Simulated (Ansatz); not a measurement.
**V3Te8Mo (P-6m2) at 2 levels of theory**

One geometry, relaxed with PBE; plane waves with PAW potentials in Ansatz, scalar-relativistic. Collinear spin, ending at -2.9 μB a primitive cell. Gaps are the least over mesh and band path; pressure is positive in compression.

```
V Te Mo
1.0
     7.15625    0.00000    0.00000
    -3.57813    6.19750    0.00000
     0.00000    0.00000    8.46966
V Te Mo
3 8 1
Direct
  0.49951 0.99902 0.00000
  0.49951 0.50049 0.00000
  0.00098 0.50049 0.00000
  0.66667 0.33333 0.79282
  0.66366 0.83183 0.79017
  0.16817 0.33634 0.79017
  0.16817 0.83183 0.79017
  0.66667 0.33333 0.20718
  0.66366 0.83183 0.20983
  0.16817 0.33634 0.20983
  0.16817 0.83183 0.20983
  0.00000 0.00000 0.00000
```

```tsv
level	cutoff (eV)	k mesh	gap (eV)	pressure (GPa)	largest moment (μB)
PBE	420	6×6×6	0	0.0	0.88
```

Question: What comes out on the same cell with LDA?

Answer:
```json
{"level": "LDA", "cutoff (eV)": "420", "k mesh": "6×6×6", "gap (eV)": "0", "pressure (GPa)": "-4.4", "largest moment (μB)": "0.68"}
```

Spin-orbit coupling matters for the bands of heavy elements and is left out. The cell holds layers, chains or molecules and no dispersion correction was added, so their binding is poorly described.

The cell was found from a structure generator's guess, not taken from experiment.
